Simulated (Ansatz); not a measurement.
**La, hcp: geometry optimisation**

All numbers below come from DFT, r2SCAN, plane waves (500 eV) with PAW, scalar-relativistic in Ansatz. (PAW data from PBE, frozen cores regenerated.)

k-point mesh 10×10×5, Fermi-Dirac smearing 0.05 eV, starting moments 1.00 ×2 μB. Cell and atoms relax.

Starting structure:

```yaml
crystal:
  lattice:
    - [3.7542362609, 0.0, 0.0]
    - [-1.8771181304, 3.2512639737, 0.0]
    - [0.0, 0.0, 6.130667814]
  atoms:
    - { symbol: La, position: [0.3333333333, 0.6666666667, 0.25], spin: 1.0 }
    - { symbol: La, position: [0.6666666667, 0.3333333333, 0.75], spin: 1.0 }
hamiltonian:
  xc: r2scan
  pseudopotentials:
    kind: paw
    azcp:
      La: "pseudopotentials/La.paw.azcp"
basis:
  ecutwfc: 500
  fft_grid_basis: typed
kpoints:
  mp_grid: { grid: [10, 10, 5], shift: [0, 0, 0] }
magnetization:
  spin_polarized: true
scf:
  occupations: { method: fermi_dirac, width: 0.05 }
relax:
  max_steps: 60
  f_tol: 0.01
  cell: {}
output:
  write_density: true
  write_potential: true
  elf: true
  volumetric_format: npy
```

Task: What cell does the relaxation end in?

Result: P6_3/mmc (spin ignored) with a = 3.806 Å, c = 6.230 Å (c/a = 1.637); 39.08 Å³ per atom against 37.42 at the start (4.5 %).

Task: How much energy does the relaxation gain?

Result: 4.9 meV per atom.

Path of the relaxation (the plane waves are chosen anew near the end, which can shift the energy a little):

```json
{"step": "0", "E − E(final) (meV/atom)": "4.94", "V (Å³/atom)": "37.416", "P (GPa)": "0.96", "max force (eV/Å)": "0.000"}
{"step": "1", "E − E(final) (meV/atom)": "1.06", "V (Å³/atom)": "38.379", "P (GPa)": "0.39", "max force (eV/Å)": "0.000"}
{"step": "2", "E − E(final) (meV/atom)": "0.30", "V (Å³/atom)": "39.082", "P (GPa)": "0.00", "max force (eV/Å)": "0.000"}
{"step": "3", "E − E(final) (meV/atom)": "0.00", "V (Å³/atom)": "39.082", "P (GPa)": "0.00", "max force (eV/Å)": "0.000"}
```

Task: Which magnetic state does it end in?

Result: ferromagnetic, net 0.58 μB per atom; moments 0.38 ×2 μB.
